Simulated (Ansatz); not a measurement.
**Deforming HfC**

```xyz
2
Lattice="0.0000 2.3250 2.3250 2.3250 0.0000 2.3250 2.3250 2.3250 0.0000" Properties=species:S:1:pos:R:3 pbc="T T T"
Hf    2.3250    2.3250    2.3250
C     0.0000    0.0000    0.0000
```

Atom numbers follow the list: Hf1, C2.

The geometry is COD entry 1539502, unchecked; take it as a test cell.

Spin–orbit coupling is left out, though it moves levels of the heavy atoms by tenths of an eV or more.

Computed with DFT, LDA, all-electron PAW with datasets made for the crystal, scalar-relativistic in Ansatz 0.2.0.

The runs use a Γ-centred 12×12×12 k mesh, Fermi–Dirac smearing of 0.05 eV, cutoff 400 eV (chosen by the program for this cell), no spin polarisation.

The unchanged cell is at -11.78 GPa.

In a metal, stresses and small energies carry noise from the k mesh.

x, y and z are the Cartesian axes of the cell as listed; fractional coordinates follow a strain, and an engineering shear is twice the off-diagonal strain component.

**Question.** One change gave: energy change +8 meV/atom; stress change (xx, yy, zz, yz, xz, xy) 0.06, 0.06, 0.06, -3.54, -3.54, -3.54 GPa, compression positive. Which change was it?
A. equal xy, yz and zx engineering shear strains of +2 %
B. equal xy, yz and zx engineering shear strains of -1 %
C. equal xy, yz and zx engineering shear strains of -2 %
D. equal xy, yz and zx engineering shear strains of +1 %

**Answer.** A. For equal xy, yz and zx engineering shear strains of -2 %: energy change +8 meV/atom; stress change (xx, yy, zz, yz, xz, xy) 0.06, 0.06, 0.06, 3.35, 3.35, 3.35 GPa, compression positive. For equal xy, yz and zx engineering shear strains of -1 %: energy change +2 meV/atom; stress change (xx, yy, zz, yz, xz, xy) 0.02, 0.02, 0.02, 1.70, 1.70, 1.70 GPa, compression positive. For equal xy, yz and zx engineering shear strains of +1 %: energy change +2 meV/atom; stress change (xx, yy, zz, yz, xz, xy) 0.02, 0.02, 0.02, -1.75, -1.75, -1.75 GPa, compression positive.
